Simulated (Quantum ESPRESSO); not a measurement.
One change at a time to Hf2Mo2WZr3

These are calculations, not measurements. They come from Quantum ESPRESSO 7.5, a public plane-wave density functional program. Each row is one single-point run on a made-up periodic cell of eight metal atoms, with elements, volume, strain and displacements drawn at random and not relaxed, so a cell may be unstable or far from any real phase. There is no spin polarisation or spin-orbit coupling.

Settings: PBE unless stated; PseudoDojo standard norm-conserving files; Fermi-Dirac width 0.25 eV, which means electrons at about 2900 K; cutoff 1088 eV; 8 x 5 x 3 k mesh shifted half a step off Gamma. E is the free energy of the whole cell (internal energy minus TS), so a -TS column is already part of it. Stress is positive in tension, and the pressure P is minus a third of its trace.

Checks: one run of this series was repeated at a higher cutoff and on a denser mesh, which moved values by no more than 0.004 eV, 0.02 GPa and 0.004 eV/Å, and a second program with other atomic files agreed on it to 2 % rms in force and 0.5 GPa in pressure. Known limits: the tin pseudopotential is less sure than most, with forces differing by about three percent from a second method on plain tin; heavy elements are run without spin-orbit coupling, which real alloys of them have; a spin test at this wide smearing found no moment, but such smearing suppresses magnetism that the real alloy may have.

The lattice is face-centred cubic, and the cell vectors in Å are (0.000, 2.179, 2.179); (-4.359, 2.179, -2.179); (-4.359, -6.538, 6.538), a volume of 165.65 Å³ in run 1. The elements on sites 1 to 8 are Zr Hf Hf Mo Zr Zr Mo W. Each later run makes one change to run 1 and keeps the rest. E is counted from run 1, and is n/a where other atomic files have another zero of energy.

```
run,change,V (Å³),P (GPa),-TS (eV),rms force (eV/Å),largest change of a force component (eV/Å),E (eV)
1,none,165.65,-2.09,-2.326,0.637,0.000,0.000
2,sites 1 and 8 exchanged,165.65,-2.02,-2.342,0.618,0.842,0.389
3,all lengths scaled by +1.69 %,174.19,-7.66,-2.449,0.532,0.218,?
4,LDA in place of PBE,165.65,-10.98,-2.350,0.540,0.229,n/a
5,Sn on site 4,165.65,2.67,-2.005,0.864,1.064,n/a
6,site 8 moved by -0.05 Å along y,165.65,-2.11,-2.321,0.634,0.170,0.007
```

## Worked estimate

Along a uniform scaling dE = -P dV. The mean of the two pressures is -4.875 GPa and the volume changes by 8.54 Å³, with 160.2 GPa to one eV/Å³. The same two rows give -V dP/dV = 111 GPa for this cell with clamped atoms, which is not the bulk modulus of a real alloy.

## Withheld value

Question: what E should run 3 give?

The estimate is 0.260 eV. The calculation gave 0.265 eV. The mean of two end points misses the curvature of P, and the finite cutoff adds a little.
